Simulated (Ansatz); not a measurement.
HfC:
```cif
data_CHf
_chemical_formula_sum 'Hf1 C1'
_space_group_name_H-M_alt 'P 1'
_space_group_IT_number 1
_cell_length_a 3.28167
_cell_length_b 3.28167
_cell_length_c 3.28167
_cell_angle_alpha 60.000
_cell_angle_beta 60.000
_cell_angle_gamma 60.000
loop_
_space_group_symop_operation_xyz
  'x, y, z'
loop_
_atom_site_label
_atom_site_type_symbol
_atom_site_fract_x
_atom_site_fract_y
_atom_site_fract_z
_atom_site_occupancy
Hf1 Hf 0.00000 0.00000 0.00000 1
C1 C 0.50000 0.50000 0.50000 1
```

Relaxed with r²SCAN.

**Question.** Decompose the optical modes at the zone centre into irreducible representations, and say which are infrared and Raman allowed.

**Answer.** Point group m-3m: Γ_opt = T1u. Infrared: T1u. Raman: none.

**Question.** Assign frequencies (DFPT, r²SCAN (plane waves, PAW; program Ansatz)).

**Answer.** T1u 422 cm⁻¹.

Space group Fm-3m (rock salt). The r²SCAN relaxation kept the symmetry of its start. The run is not spin-polarised. As this level gives no gap, phonon frequencies hold no LO–TO term and depend on the k-mesh and smearing (Fermi–Dirac, 0.1 eV here). Scalar-relativistic: spin–orbit coupling is off unless named, which matters more the heavier the elements.

Potentials: the earlier of the program's two PAW sets. The files were generated under PBE; for other functionals the program regenerates the frozen cores, and for LDA and PBEsol the local potential too.
